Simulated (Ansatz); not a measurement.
Relaxed AlCo (CsCl type):

```
AlCo
1.0
    2.85208     0.00000     0.00000
    0.00000     2.85208     0.00000
    0.00000     0.00000     2.85208
Al Co
1 1
Direct
  0.00000   0.00000   0.00000
  0.50000   0.50000   0.50000
```

In this cell atom 1 (Al, nearest neighbour Co at 2.470 Å; its periodic images, 2.9 Å or more away, move with it) is moved by u·(1.000, 0.000, 0.000) + v·(0.000, 1.000, 0.000); the rest is frozen.

Level of theory: PBE (plane waves to 420 eV, PAW, scalar-relativistic; Ansatz, an electronic-structure program). k mesh 13×13×13 (Γ-centred), Fermi-Dirac smearing 0.05 eV. Energies are smeared free energies. Points where atoms come too close for the PAW data are left out (x in tables, blank in figures). With partly filled bands, energies and forces of such displacements shift with the k mesh and the smearing. AlCo is run without spin polarisation. AlCo was relaxed with its symmetry unable to fall. The last digit holds for this mesh only.

Changes of ΔE (meV/cell) from the point u = 0.000 Å, v = 0.000 Å when one coordinate moves alone (two changes are said to add if the coupling is within 5 % of the smaller one, nearly so within 20 %):

| point | change |
|---|---|
| u = 0.000 Å, v = -0.820 Å | 2234.5 |
| u = 0.000 Å, v = -0.410 Å | 604.6 |
| u = -0.820 Å, v = 0.000 Å | 2234.5 |
| u = -0.410 Å, v = 0.000 Å | 604.6 |
| u = 0.410 Å, v = 0.000 Å | 604.6 |
| u = 0.820 Å, v = 0.000 Å | 2234.5 |
| u = 0.000 Å, v = 0.410 Å | 604.6 |
| u = 0.000 Å, v = 0.820 Å | 2234.5 |

### Question
What is the change at u = -0.820 Å, v = 0.410 Å, where both move, and how far is it from the sum?

### Answer
The sum of the single changes is 2234.5 + (604.6) = 2839.1; the calculation gives 3963.9, so the coupling contributes 1124.8 (over 20 % of the smaller single change, not additive).

### Question
What is the change at u = 0.410 Å, v = 0.410 Å, where both move, and how far is it from the sum?

### Answer
The sum of the single changes is 604.6 + (604.6) = 1209.2; the calculation gives 1520.7, so the coupling contributes 311.5 (over 20 % of the smaller single change, not additive).

(For displaced atoms, the force is minus the slope of the energy, and its curvature is a force constant, which sets phonon frequencies.)
